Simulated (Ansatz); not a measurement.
# Stability checks on a candidate for Pd3F7

The cell was found from a structure generator's guess, not taken from experiment.

Method: DFT PBE, scalar-relativistic, plane waves, PAW in Ansatz 0.2.0. Cutoff 420 eV, Γ-centred 8×8×10 mesh (10-atom cell), Gaussian smearing of 0.10 eV, no spin polarisation.

```cif
data_structure
_symmetry_space_group_name_H-M 'Cmmm'
_symmetry_Int_Tables_number 65
_cell_length_a 5.8417
_cell_length_b 13.6026
_cell_length_c 4.0568
_cell_angle_alpha 90.000
_cell_angle_beta 90.000
_cell_angle_gamma 90.000
_cell_volume 322.36
loop_
_atom_site_label
_atom_site_type_symbol
_atom_site_symmetry_multiplicity
_atom_site_Wyckoff_symbol
_atom_site_fract_x
_atom_site_fract_y
_atom_site_fract_z
_atom_site_occupancy
Pd1 Pd 2 a 0.00000 0.00000 0.00000 1
Pd2 Pd 4 e 0.75000 0.25000 0.00000 1
F1 F 2 d 0.00000 0.00000 0.50000 1
F2 F 8 p 0.74925 0.39702 0.00000 1
F3 F 4 f 0.75000 0.25000 0.50000 1
```

Energies over the elements count from the elements' standard structures at the same level (F₂ as a molecule), with no fitted energy shifts.

Question: These tests were run: energy against the elements; phonons on a 1×1×2 q mesh. What do they show?

Answer:

| test | result |
| --- | --- |
| energy against the elements | −1.17 eV/atom |
| phonons on a 1×1×2 q mesh | imaginary modes down to 91i cm⁻¹ |

It fails one test: phonons on a 1×1×2 q mesh. So it isn't even a local minimum.

An odd number of electrons in the primitive cell allows no gap without spin; a larger cell or a magnetic state could open one. The run for the phonons used an 8×8×10 k mesh and Fermi–Dirac smearing of 0.15 eV.
